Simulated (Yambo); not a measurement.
A BSE run in Yambo for RbScS2O8 (space group P321, No. 150) (PBEsol bands; 6×6×2 mesh, 16 valence and 7 conduction bands, static screening with 112 bands and a 3 Ry block, scissor 3.73 eV, Tamm-Dancoff; field along x) gives:

```json
[
 {"state": "1", "energy (eV)": "6.38", "states within 2 meV": "1", "relative strength": "< 0.01", "class": "dark"},
 {"state": "2", "energy (eV)": "6.41", "states within 2 meV": "2", "relative strength": "0.01", "class": "weak"},
 {"state": "3", "energy (eV)": "6.43", "states within 2 meV": "1", "relative strength": "< 0.01", "class": "dark"},
 {"state": "4", "energy (eV)": "6.45", "states within 2 meV": "2", "relative strength": "< 0.01", "class": "weak"},
 {"state": "5", "energy (eV)": "6.54", "states within 2 meV": "2", "relative strength": "0.35", "class": "strong"}
]
```

Axes are Cartesian, with cell vectors (Å) (5.06, 0.00, 0.00), (-2.53, 4.38, 0.00), (0.00, 0.00, 8.77).

Task: What changes when the light is polarised along z instead?

Result: The energies stay; the strengths change. The first strong state is now at 6.43 eV instead of 6.54 eV.
```csv
state,energy (eV),states within 2 meV,relative strength,class
1,6.38,1,< 0.01,dark
2,6.41,2,< 0.01,dark
3,6.43,1,1.00,strong
4,6.45,2,< 0.01,dark
5,6.54,2,< 0.01,dark
```
Each run's strengths are scaled to its own strongest state. These are vertical excitations (zero momentum). The scissor comes from a G0W0 run whose convergence isn't established.

Geometry of the Materials Project entry, not relaxed at this level; primitive cell a = 5.060 Å, b = 5.060 Å, c = 8.769 Å, α = 90.00°, β = 90.00°, γ = 120.00°.

The structure is a Materials Project entry; no match was found in the copy of COD used, and its stability was not checked.
